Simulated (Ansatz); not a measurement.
input.yaml (Ansatz)

```yaml
crystal:
  lattice:
    - [0.0, 3.4585984325, 3.4585984325]
    - [3.4585984325, 0.0, 3.4585984325]
    - [3.4585984325, 3.4585984325, 0.0]
  atoms:
    - { symbol: Pb, position: [0.125, 0.125, 0.125] }
    - { symbol: Pb, position: [0.875, 0.875, 0.875] }
hamiltonian:
  xc: lda
  pseudopotentials:
    kind: paw
    azcp:
      Pb: "pseudopotentials/Pb.paw.azcp"
basis:
  ecutwfc: 420
  fft_grid_basis: typed
kpoints:
  mp_grid: { grid: [9, 9, 9], shift: [0, 0, 0] }
magnetization:
  spin_polarized: false
scf:
  occupations: { method: fermi_dirac, width: 0.1 }
  lower_state_search: "off"
output:
  stress: true
```

Output

```
Warning: the record states the generating functional pbe (its physics header spells it `PBE`), which answers neither for hamiltonian.xc's functional nor for the lda family's — results may be inconsistent (PPs are generated against a specific XC)
Engine: ansatz 0.2.0, aarch64-unknown-linux-gnu
Pseudopotentials: kind: paw
Pseudopotential: Pb, paw, valence charge 14, recommended cutoff 420 eV (normal) 
Functional definition: SPW92
  exchange = slater_x
  correlation = pw_c
Crystal: 2 atoms, lattice volume = 82.743 Å³
Basis set: ecut = 420 eV, 1639 PW (Γ)
Bands: 18, of which v1, the nominal top of the filled ones, is band 14 counted from 1 (13 counted from 0)
Symmetry: 48 space group operations
Space group: Fd-3m (ITA 227), of the structure as read, at distance tolerance 4.4e-5 Å
k-points: 35 of 729
Non-local potential: Pb, projectors of the file, l = 0: 2, l = 1: 2, l = 2: 2, l = 3: 2
PAW form: soft (Blöchl's): semilocal exchange-correlation on the pseudo side does not see the compensation charge
PAW frozen core: Pb, regenerated for the run's functional, and the local potential with it (the file was generated under x = pbe(κ = 0.804, μ = 0.2195149727645171), c = pbe(β = 0.06672455060314922))
PAW one-centre angular grid: Pb, 590 points (default); XC on 64 Gauss nodes
Initial density: superposition of atomic densities (neutral atoms: chi_scale 0, normalization atom), corrected by the library's trained network
Initial wavefunctions: pseudopotential atomic-orbital guess
Functional: x = slater, c = lda
SCF iter   1: F=—  HF=-23204.085070 eV  |F-HF|=—  |Δ(HF+E_count)|=         —  Δρ=3.99e-3  dr2=9.81e-3  ethr=1.77e-3  ⟨swp⟩=6.0  Hψ=3310  notcnv=0
SCF iter   2: F=—  HF=-23204.080854 eV  |F-HF|=—  |Δ(HF+E_count)|=   4.22e-3  Δρ=7.46e-4  dr2=2.20e-4  ethr=3.50e-5  ⟨swp⟩=2.2  Hψ=1383  notcnv=0
SCF iter   3: F=—  HF=-23204.080922 eV  |F-HF|=—  |Δ(HF+E_count)|=   6.81e-5  Δρ=2.39e-4  dr2=2.56e-5  ethr=7.87e-7  ⟨swp⟩=2.7  Hψ=1151  notcnv=0
SCF iter   4: F=—  HF=-23204.080950 eV  |F-HF|=—  |Δ(HF+E_count)|=   2.72e-5  Δρ=1.10e-5  dr2=1.41e-7  ethr=9.15e-8  ⟨swp⟩=2.0  Hψ=705  notcnv=0
iter 5 did not close the SCF: its close was put off for the readings that it lacked (scf_convergence_deferred on its scf_iter line)
SCF iter   5: F=-23204.080950 eV  HF=-23204.080950 eV  |F-HF|=3.06e-10  |Δ(HF+E_count)|=   4.23e-8  Δρ=1.98e-6  dr2=2.65e-9  ethr=5.02e-10  ⟨swp⟩=2.0  Hψ=1140  notcnv=0
SCF iter   6: F=-23204.080950 eV  HF=-23204.080950 eV  |F-HF|=3.64e-12  |Δ(HF+E_count)|=   1.11e-9  Δρ=1.44e-7  dr2=1.51e-11  ethr=9.47e-12  ⟨swp⟩=1.7  Hψ=1931  notcnv=0
SCF 1 converged in 6 iterations: F = -23204.080950 eV  dr2 = 1.51e-11
SCF converged after 6 iterations
Free energy (F): -23204.080950 eV
Harris-Foulkes:  -23204.080950 eV  (|F-HF|=3.64e-12)
Internal energy: -23204.062916 eV  (E = F + TS)
E sigma→0 (E₀):  -23204.071933 eV
Entropy (-TS):   -0.018033 eV (-9.017 meV/atom)
Fermi energy:    6.507277 eV
--- Per-component energies (eV) ---
  E_band       = -193.701239
  E_kinetic    = 581.409474
  E_local      = -2761.201106  (includes V_loc(G=0)·N_el)
  E_nonlocal   = 707.734289
  E_hartree    = 1112.052495
  E_xc         = -436.492660
  E_vxc        = -265.018963  (∫ρ·V_xc dr)
  E_paw        = -20209.507553  (= ΣΔE_a)
  E_vpaw       = -680.730123  (= ΣTr[D̂ρ^β])
  E_aug_tail   = 0.000101  (compensation charges beyond the density's cutoff)
  E_ewald      = -2197.902530
  E_core_change = -0.155427  (= ΣΔE_core)
  E_smearing   = -0.018033  (= −TS)
  E_closure    = -0.000000  (closes the sum)
  Σ components = -23204.080950   (vs F -23204.080950, Δ=0.00e0)
--- Stress (GPa, compression-positive) ---
       -1.207875       0.000000      -0.000000
        0.000000      -1.207875       0.000000
        0.000000      -0.000000      -1.207875
  P = ⅓ Tr σ = -1.2079 GPa (-12.079 kbar)
```

Launched by

```sh
ansatz run input.yaml --threads 2 --pin off --max-ram 5120MiB --backend cpu --events-out ev --progress --plain --runs-dir out
```

On 2 threads of Arm Neoverse V1 (shared host) this took about 2.2 s of wall time and 3.7 s of CPU time.
